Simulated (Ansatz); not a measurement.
# Perovskite alloy of SrZrO3 and SrHfO3 (7 of 8 Zr sites exchanged), 40 atoms

All numbers below come from Ansatz, DFT, PBEsol, PAW, plane waves.

Command:

```sh
ansatz run in.yaml --threads 8 --pin off --max-ram 118750MiB --runs-dir r --events-out ev --progress --plain --backend cuda --devices 0,
```

The input less its lattice and atoms:

```yaml
crystal:
  symmetry: { detect: false }
kpoints:
  mp_grid: { grid: [1, 1, 1], shift: [0.25, 0.25, 0.25] }
hamiltonian:
  xc: pbesol
scf:
  occupations: { method: fermi_dirac, width: 0.01 }
relax:
  f_tol: 0.03
  max_steps: 80
  escape_saddle: false
  adjacent_minimum: "off"
  cell: { fix: [shape] }
output:
  forces: true
  eigenvalues: true
  populations: true
```

Start:

```xyz
40
Lattice="8.2170 0.0000 0.0000 0.0000 8.2170 0.0000 0.0000 0.0000 8.2170" Properties=species:S:1:pos:R:3 pbc="T T T"
Sr    0.0020    0.0020    0.0230
Sr    0.0185    8.1978    4.0943
Sr    8.2085    4.1131    0.0470
Sr    8.2115    4.1093    4.1139
Sr    4.1256    0.0186    0.0061
Sr    4.0997    8.2128    4.1116
Sr    4.1216    4.1012    8.2096
Sr    4.1300    4.1451    4.1047
Hf    2.0607    2.1113    2.0799
Hf    2.0363    2.0621    6.1707
Hf    2.0524    6.1374    2.0220
Hf    2.0520    6.1730    6.1802
Hf    6.1566    2.0791    6.1520
Hf    6.1497    6.1918    2.0557
Hf    6.1707    6.1403    6.1637
Zr    6.1601    2.0153    2.0435
O     2.0499    2.0302    0.0319
O     2.0407    2.0674    4.1155
O     2.0210    6.1579    0.0194
O     2.0824    6.1853    4.1299
O     6.1674    2.0395    8.2071
O     6.1743    2.0657    4.1095
O     6.1759    6.1615    0.0264
O     6.1849    6.1243    4.1387
O     8.2015    2.0652    2.0763
O     0.0084    2.0429    6.2371
O     0.0182    6.1085    2.0536
O     8.2162    6.1783    6.1597
O     4.0911    2.0318    2.0735
O     4.1237    2.0547    6.1420
O     4.0920    6.1617    2.0706
O     4.0734    6.1718    6.1750
O     2.0366    8.2118    2.0695
O     2.0522    0.0259    6.1883
O     2.0672    4.0766    2.0695
O     2.0422    4.1028    6.1720
O     6.1843    8.2072    2.0547
O     6.1622    8.1900    6.1346
O     6.1823    4.1204    2.0645
O     6.1742    4.0988    6.1280
```

Steps:

| step | energy less the first (eV) | largest force component (eV/Å) | pressure (GPa) |
| --- | --- | --- | --- |
| start | 0.000 | 1.882 | 0.21 |
| 1 | -0.364 | 0.204 | 0.26 |
| 2 | -0.563 | 0.617 | 0.00 |
| 3 | -1.080 | 0.953 | -0.19 |
| 4 | -1.310 | 0.871 | -0.20 |
| 5 | -1.992 | 0.321 | -0.31 |
| 6 | -2.203 | 0.110 | 0.48 |
| 7 | -2.248 | 0.020 | 0.04 |
| 8 | -2.208 | 0.020 | -0.10 |
| 9 | -2.210 | 0.006 | 0.01 |
| 10 | -2.202 | 0.006 | 0.00 |

A structure on the way, about -0.56 eV from the start:

```
Sr Hf Zr O
1.0
     8.21062    0.00000    0.00000
     0.00000    8.21062    0.00000
     0.00000    0.00000    8.21062
Sr Hf Zr O
8 7 1 24
Direct
  0.00300 0.00386 0.99611
  0.00029 0.00057 0.49899
  0.99829 0.50371 0.99843
  0.99563 0.50296 0.49593
  0.49678 0.00490 0.99334
  0.49493 0.00148 0.50030
  0.50052 0.50280 0.99538
  0.50081 0.50438 0.49744
  0.25029 0.24751 0.25005
  0.25021 0.25025 0.75055
  0.24992 0.75106 0.25259
  0.24930 0.74899 0.75066
  0.75076 0.24869 0.75088
  0.75041 0.74944 0.25094
  0.74949 0.75164 0.75136
  0.75024 0.25103 0.25150
  0.26734 0.24768 0.00001
  0.23630 0.24308 0.50155
  0.24215 0.74752 0.00090
  0.25784 0.75075 0.50096
  0.73372 0.24398 0.00036
  0.76864 0.25674 0.50215
  0.75860 0.75254 0.00033
  0.74212 0.74233 0.50022
  0.00243 0.26589 0.23444
  0.99994 0.24092 0.76729
  0.99940 0.73197 0.26246
  0.99986 0.75662 0.74542
  0.49995 0.23080 0.26737
  0.49971 0.25448 0.74032
  0.50112 0.76357 0.24694
  0.50142 0.74149 0.76067
  0.23299 0.99904 0.25103
  0.25863 0.99851 0.75405
  0.26634 0.50077 0.25439
  0.24440 0.49993 0.75198
  0.76982 0.99906 0.25949
  0.74152 0.00073 0.74703
  0.73298 0.49994 0.24658
  0.75657 0.50036 0.75849
```

End:

```xyz
40
Lattice="8.1429 0.0000 0.0000 0.0000 8.1429 0.0000 0.0000 0.0000 8.1429" Properties=species:S:1:pos:R:3 pbc="T T T"
Sr    0.0020    0.0882    0.1492
Sr    0.0018    0.1388    4.1778
Sr    0.0013    4.2127    0.0953
Sr    0.0021    4.1653    4.2212
Sr    4.0711    8.0458    8.0093
Sr    4.0716    7.9983    3.9923
Sr    4.0711    3.9293    8.0524
Sr    4.0719    3.9794    3.9374
Hf    2.0364    2.0341    2.0436
Hf    2.0367    2.0341    6.1151
Hf    2.0367    6.1056    2.0436
Hf    2.0366    6.1055    6.1150
Hf    6.1082    2.0341    6.1151
Hf    6.1082    6.1057    2.0436
Hf    6.1079    6.1055    6.1151
Zr    6.1080    2.0340    2.0435
O     2.3598    1.7524    0.0068
O     1.7135    2.3160    4.0806
O     1.7271    6.3884    0.0086
O     2.3464    5.8227    4.0787
O     5.7793    1.7598    0.0003
O     6.4370    2.3084    4.0869
O     6.4206    6.3788    0.0089
O     5.7959    5.8320    4.0785
O     0.0079    2.2675    1.6617
O     0.0016    1.6709    6.3522
O     0.0016    5.7308    2.2656
O     0.0013    6.3305    5.7532
O     4.0653    1.8006    2.4254
O     4.0719    2.3973    5.8778
O     4.0719    6.4802    1.8219
O     4.0720    5.8807    6.4773
O     1.7154    8.1417    2.3243
O     2.3459    8.1403    5.8315
O     2.3580    4.0694    1.7632
O     1.7276    4.0709    6.3989
O     6.4362    8.1359    2.3185
O     5.7969    8.1398    5.8408
O     5.7800    4.0753    1.7686
O     6.4195    4.0713    6.3893
```

The calculation finished and met its thresholds.

Time: 14 s of wall time on one NVIDIA GB300 with 8 processor threads, on a host shared with other runs; peak host memory 1.9 GiB.

(1) How much energy did the relaxation gain, and which atom moved most?

Results:

(1) 2.20 eV in 10 steps, from a start with small random displacements (the gain also holds any tilting of the ideal host); atom 25 (O) moved 0.45 Å, the median atom 0.40 Å (drift of the whole cell removed).
